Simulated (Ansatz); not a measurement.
NiO₂:
```
CELL_PARAMETERS angstrom
      1.38584     0.80012     4.84013
     -1.38584     0.80012     4.84013
      0.00000    -1.60023     4.84013
ATOMIC_POSITIONS crystal
  Ni 0.00000 0.00000 0.00000
  O  0.60192 0.60192 0.60192
  O  0.39808 0.39808 0.39808
```

Tensor components refer to the Cartesian frame of this cell.

**Question.** Give the high-frequency dielectric tensor and the Born effective charge tensors of the independent atoms from DFPT, r²SCAN+D4 (plane waves, PAW; program Ansatz).

**Answer.** 
ε∞:
```
11.8  0.00  0.00
0.00  11.8  0.00
0.00  0.00  3.12
```
Z* of atom 1 (Ni), rows: field, columns: displacement, in e:
```
4.24  0.00  0.00
0.00  4.24  0.00
0.00  0.00  0.47
```
Z* of atom 2 (O), rows: field, columns: displacement, in e:
```
-2.12   0.00   0.00
 0.00  -2.12   0.00
 0.00   0.00  -0.23
```

Static charges for comparison (Bader): Ni1 +1.55, O2 -0.77 e. Born charges measure polarisation by displacement and can exceed these by far.

Space group R-3m. The workflow started from a Materials Project entry (that database holds measured and hypothetical structures alike); the Crystallography Open Database copy checked does not list it. COD files the formula under space group No. 12. Its standing as an ambient phase is unchecked. The r²SCAN+D4 relaxation kept the symmetry of its start. At this level the phase is mechanically unstable. No spin polarisation was allowed. No Hubbard U is applied.

Potentials: the later of the program's two PAW sets.
